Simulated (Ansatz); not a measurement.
TlCl:
```xyz
2
Lattice="0.0000 3.0982 3.0982 3.0982 0.0000 3.0982 3.0982 3.0982 0.0000" Properties=species:S:1:pos:R:3 pbc="T T T"
Tl     0.0000     0.0000     0.0000
Cl     3.0982     3.0982     3.0982
```

Relaxed with LDA. Special points in fractions of this cell's reciprocal vectors: Γ (0.000, 0.000, 0.000); X (0.500, 0.000, 0.500); U (0.625, 0.250, 0.625); K (0.375, 0.375, 0.750); L (0.500, 0.500, 0.500); W (0.500, 0.250, 0.750).

Task: List the band energies nearest the valence-band maximum at these points for LDA with spin–orbit coupling in the plane-wave PAW code Ansatz.

Result: In eV from the valence-band maximum; about four levels below and three above (degenerate sets whole), none deeper than 8.9 eV; points with the same levels are listed once.

```json
[
 {"k": "Γ", "below": "-2.42 -2.42 -2.42 -2.42", "above": "5.33 5.33 7.63 7.63 7.63 7.63"},
 {"k": "X", "below": "-3.15 -3.15 -2.98 -2.98", "above": "4.50 4.50 5.79 5.79"},
 {"k": "U", "below": "-2.75 -2.75 -1.74 -1.74", "above": "3.65 3.65 4.71 4.71"},
 {"k": "L", "below": "-2.19 -2.19 0.00 0.00", "above": "1.52 1.52 3.82 3.82"},
 {"k": "W", "below": "-3.52 -3.52 -1.20 -1.20", "above": "3.55 3.55 4.79 4.79"}
]
```

Space group Fm-3m (rock salt). The workflow started from a Materials Project entry (that database holds measured and hypothetical structures alike); the Crystallography Open Database copy checked does not list it. COD files the formula under space group No. 221. Whether it is the stable phase at ambient conditions was not checked. The LDA relaxation kept the symmetry of its start; its stability against distortions is not shown here.

Potentials: the later of the program's two PAW sets.
